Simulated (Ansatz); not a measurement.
**Computed properties of Mn3GeN**

Mn₃GeN:
```
Mn3GeN
1.0
    3.76440     0.00000     0.00000
    0.00000     3.76440     0.00000
    0.00000     0.00000     3.76440
Ge N Mn
1 1 3
Direct
  0.00000   0.00000   0.00000
  0.50000   0.50000   0.50000
  0.50000   0.50000   0.00000
  0.50000   0.00000   0.50000
  0.00000   0.50000   0.50000
```
The run is spin-polarised; directions of the spins, atom by atom: 0 0 ↑ ↑ ↑.

Space group Pm-3m (No. 221), anti-perovskite; conventional cell a = b = c = 3.7644 Å, α = β = γ = 90.00°.

Method: plane-wave PAW PBE (Ansatz code). Structure relaxed to zero pressure with the same functional. Other levels are named where they apply.

### Cell and energy

* **Volume per atom**: 10.67 Å³
* **Density**: 7.83 g/cm³
* **Formation energy from the elements (no fitted shifts)**: -0.19 eV/atom

### Electronic structure

- Electronic character = metallic (no gap)
- Density of states at the Fermi level = 0.82 states/eV per atom (mean over ±0.08 eV)

### Magnetism

- Magnetic order: ferromagnetic
- Net moment: 0.48 μB per atom

### Mechanics

- Bulk modulus (Birch–Murnaghan fit) = 226 GPa
- Pressure derivative B′ = 5.6

The start of the workflow was typed in or built on a structure type; neither database checked (COD, Materials Project) lists it. Its standing as an ambient phase is unchecked. The PBE relaxation kept the symmetry of its start; whether a distortion lowers the energy is not shown. The final state is ferromagnetic, the only order run, not a proven ground state. No Hubbard U is applied. Point labels and valley counts follow the cell and symmetry of the run, lower than the named group. The references are the lowest solids computed at this level, not always the standard phases (solids in place of the gases). Spin–orbit coupling is left out wherever it is not named.

Potentials: the later of the program's two PAW sets.
